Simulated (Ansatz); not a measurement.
What DFT gives for ScSiF$_{4}$

```
Sc Si F
1.0
    -3.42874    3.42874    3.11088
     3.42874   -3.42874    3.11088
     3.42874    3.42874   -3.11088
Sc Si F
2 2 8
Direct
  0.87500 0.12500 0.75000
  0.12500 0.87500 0.25000
  0.37500 0.62500 0.75000
  0.62500 0.37500 0.25000
  0.26030 0.19480 0.06550
  0.19480 0.62930 0.93450
  0.62930 0.19480 0.43450
  0.19480 0.26030 0.56550
  0.73970 0.80520 0.93450
  0.80520 0.73970 0.43450
  0.37070 0.80520 0.56550
  0.80520 0.37070 0.06550
```

The numbers come from plane-wave PAW DFT (Ansatz): r2SCAN, no spin polarisation, 500 eV, 7×7×7 Γ-centred k points, fermi-dirac occupations (width 0.1 eV). Nothing was relaxed.

**Question.** Is there a gap?

**Answer.** It is a metal, with about 12 states/eV a cell as the mean within 0.25 eV of the Fermi level, mostly Sc d (82 %).

**Question.** Give the Bader charges.

**Answer.** Bader charges in e: Sc +1.69, Si +2.45, F -1.03. In the mean Si gives up most and F takes most.

**Question.** Which atom feels the largest force, and which way?

**Answer.** The largest is on F7 (and as large on other atoms): 2.97 eV/Å, components (0.00, 1.83, -2.34). It makes 170° with the line to a nearest neighbour, Si4 at 1.69 Å, pointing away from it.

**Question.** Is the cell too large or too small?

**Answer.** The pressure is 23.0 GPa (compression positive), so with the atoms held at these fractions the cell would first expand; the forces are large, so a full relaxation may end otherwise. The principal stresses 17.6, 17.6, 33.9 GPa differ, so its shape would change too.

Origin: a known structure type with other elements, at an estimated volume, so it need not be a known compound. Caveats: many states at the Fermi level without spin polarisation, so a magnetic state may lie lower; atoms or cell far from equilibrium.
